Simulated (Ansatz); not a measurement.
A relaxed structure of Co is spoiled in several ways and relaxed again each time (noise and exchanges are one random draw each; pressure is positive under compression). Level of theory: PBE (plane waves to 420 eV, PAW, scalar-relativistic; Ansatz, an electronic-structure program).

Space group P6₃/mmc (No. 194); a = b = 2.4939 Å, c = 4.0318 Å, α = β = 90.00°, γ = 120.00°

```json
[
 {"atom": "Co", "site": "2d", "symmetry": "-6m2", "x": "0.6667", "y": "0.3333", "z": "0.2500"}
]
```

| change | first pressure (GPa) | largest first force (eV/Å) | released (eV/atom) | moves | outcome | final group | E − E(parent) (eV/atom) |
|---|---|---|---|---|---|---|---|
| with every coordinate shifted by Gaussian noise of σ = 0.3 Å | 7.0 | 1.59 | 0.15 | 6 | returns to the parent | P6₃/mmc | 0.00 |
| with every coordinate shifted by Gaussian noise of σ = 0.45 Å | – | – | 1.4 | 9 | returns to the parent | P6₃/mmc | 0.00 |
| doubled along one cell vector, shaken by Gaussian noise of σ = 0.08 Å a coordinate | 6.3 | 2.48 | 0.12 | 6 | returns to the parent | P6₃/mmc | 0.00 |

First-step values come from each run's starting, coarser k-mesh (15×15×8, 15×8×8). Each cell has its own k-point mesh; energy differences are given only to the digits this allows. Spin states reached: ferromagnetic; spin orders were not searched systematically.
